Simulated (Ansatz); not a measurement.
SrTiO3 (cubic perovskite)

```yaml
crystal:
  lattice:
    - [3.93649, 0.00000, 0.00000]
    - [0.00000, 3.93649, 0.00000]
    - [0.00000, 0.00000, 3.93649]
  atoms:
    - { symbol: Sr, position: [0.00000, 0.00000, 0.00000] }
    - { symbol: Ti, position: [0.50000, 0.50000, 0.50000] }
    - { symbol: O, position: [0.00000, 0.50000, 0.50000] }
    - { symbol: O, position: [0.50000, 0.50000, 0.00000] }
    - { symbol: O, position: [0.50000, 0.00000, 0.50000] }
```

Two coordinates are scanned: the volume, and the ratio of the stretch along z (the conventional c axis) to the stretch across it. Atoms keep their fractional coordinates.

These are PBE (plane waves to 420 eV, PAW, scalar-relativistic; Ansatz, an electronic-structure program) values and carry that method's errors. k mesh 8×8×8 (Γ-centred), Fermi-Dirac smearing 0.05 eV. Stress and pressure are positive under compression. SrTiO3 is run without spin polarisation. SrTiO3 was relaxed with its symmetry unable to fall. The PAW data are Ansatz's earlier set.

Changes of σxx (GPa) from the point V/V₀ = 1.000, (c/a)/(c/a)₀ = 1.000 when one coordinate moves alone (two changes are said to add if the coupling is within 5 % of the smaller one, nearly so within 20 %):

| point | change |
|---|---|
| V/V₀ = 1.000, (c/a)/(c/a)₀ = 0.960 | -2.71 |
| V/V₀ = 1.000, (c/a)/(c/a)₀ = 0.980 | -1.39 |
| V/V₀ = 0.960, (c/a)/(c/a)₀ = 1.000 | 7.62 |
| V/V₀ = 0.980, (c/a)/(c/a)₀ = 1.000 | 3.60 |
| V/V₀ = 1.020, (c/a)/(c/a)₀ = 1.000 | -3.23 |
| V/V₀ = 1.040, (c/a)/(c/a)₀ = 1.000 | -6.14 |
| V/V₀ = 1.000, (c/a)/(c/a)₀ = 1.020 | 1.48 |
| V/V₀ = 1.000, (c/a)/(c/a)₀ = 1.040 | 3.07 |

**Question.** What is the change at V/V₀ = 1.020, (c/a)/(c/a)₀ = 0.960, where both move, and how far is it from the sum?

**Answer.** The sum of the single changes is -3.23 + (-2.71) = -5.94; the calculation gives -5.69, so the coupling contributes 0.25 (under 20 % of the smaller single change, nearly additive).

**Question.** Do the two effects add at V/V₀ = 1.040, (c/a)/(c/a)₀ = 0.960? Give the computed change.

**Answer.** The sum of the single changes is -6.14 + (-2.71) = -8.85; the calculation gives -8.37, so the coupling contributes 0.48 (under 20 % of the smaller single change, nearly additive).

**Question.** Do the two effects add at V/V₀ = 1.020, (c/a)/(c/a)₀ = 0.980? Give the computed change.

**Answer.** The sum of the single changes is -3.23 + (-1.39) = -4.62; the calculation gives -4.50, so the coupling contributes 0.12 (under 20 % of the smaller single change, nearly additive).

(Under strain, the slope of the energy per volume gives the stress and its curvature an elastic modulus.)
